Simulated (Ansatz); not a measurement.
Consider the following.

YSi:
Space group Cmcm (No. 63); a = 4.203 Å, b = 10.369 Å, c = 3.780 Å, α = β = γ = 90.00°

```json
[
 {"atom": "Y", "site": "4c", "symmetry": "m2m", "x": "0.0000", "y": "0.1403", "z": "0.7500"},
 {"atom": "Si", "site": "4c", "symmetry": "m2m", "x": "0.0000", "y": "0.5764", "z": "0.2500"}
]
```
(The calculation used a cell of 4 atoms; values per cell refer to that cell.)

This is the LDA-relaxed structure.

Q: All from plane-wave PAW LDA (Ansatz code), unless another level is named. Predict the electronic character.

A: metallic (no gap).

Q: What about the formation energy from the elements (no fitted shifts)?

A: -0.94 eV/atom.

Q: Give the density of states at the Fermi level.

A: 0.53 states/eV per atom (mean over ±0.08 eV).

The workflow started from a Materials Project entry (that database holds measured and hypothetical structures alike); the Crystallography Open Database copy checked does not list it. Its standing as an ambient phase is unchecked. Symmetry was held in the LDA relaxation; whether a distortion lowers the energy is not shown. No spin polarisation was allowed. The references are the lowest solids computed at this level, not always the standard phases. Scalar-relativistic: spin–orbit coupling is off unless named, which matters more the heavier the elements.

Potentials: the later of the program's two PAW sets.
